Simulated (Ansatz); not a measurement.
Structure: LiLaTe2, ordered on the rocksalt lattice (I4_1/amd) with 8 atoms a cell, at its r2SCAN minimum. It is tetragonal, I4_1/amd (No. 141); a = 6.399 Å, c = 12.787 Å in the conventional setting, 32.72 Å³ an atom. Around Li lie 6 Te at 3.18–3.20 Å; around Te lie 3 Li at 3.18–3.20 Å and 3 La at 3.20–3.21 Å; around La lie 6 Te at 3.20–3.21 Å.

```cif
data_structure
_symmetry_space_group_name_H-M 'I4_1/amd:1'
_symmetry_Int_Tables_number 141
_cell_length_a 6.3990
_cell_length_b 6.3990
_cell_length_c 12.7869
_cell_angle_alpha 90.000
_cell_angle_beta 90.000
_cell_angle_gamma 90.000
_cell_volume 523.59
loop_
_atom_site_label
_atom_site_type_symbol
_atom_site_symmetry_multiplicity
_atom_site_Wyckoff_symbol
_atom_site_fract_x
_atom_site_fract_y
_atom_site_fract_z
_atom_site_occupancy
Li1 Li 4 a 0.00000 0.50000 0.25000 1
Te1 Te 8 e 0.00000 0.50000 0.00140 1
La1 La 4 b 0.50000 0.00000 0.25000 1
```

The questions ask for values computed with the plane-wave code Ansatz on this geometry. Spin-unpolarised throughout. Whether this structure exists isn't addressed.

(1) Is there a gap with r2SCAN, and of what kind?

(2) How does the gap change from r2SCAN to HSE06 (4×4×4)?

(3) What does PBE0 give for the gap (4×4×4 mesh)?

## Answers

(1) With r2SCAN the valence top lies at Γ–X (0.93 of the way from Γ) and the conduction bottom at M, 1.60 eV higher; the smallest vertical gap, at Γ, is 1.70 eV.

(2) HSE06 gives an indirect gap of 1.85 eV, from Γ–X (0.93 of the way from Γ) to M; the least direct gap is 1.88 eV at Γ. A second conduction valley, at Γ, lies only 21 meV higher, so their order isn't settled. The gap differs by +0.25 eV from r2SCAN's.

(3) The PBE0 gap is indirect, 2.50 eV (Γ–X (0.93 of the way from Γ) to M), below the direct gap of 2.52 eV at Γ. A second conduction valley, at Γ, lies only 18 meV higher, so their order isn't settled. The gap differs by +0.90 eV from r2SCAN's.

No spin-orbit coupling is included; it can move band edges with weight on the heavy atoms by tenths of an eV.

Where an edge lies off the special points, it is a point of the mesh or the k point where a search put PBE's edge or least direct gap, reused for the other functionals, whose own edges may lie a little apart.
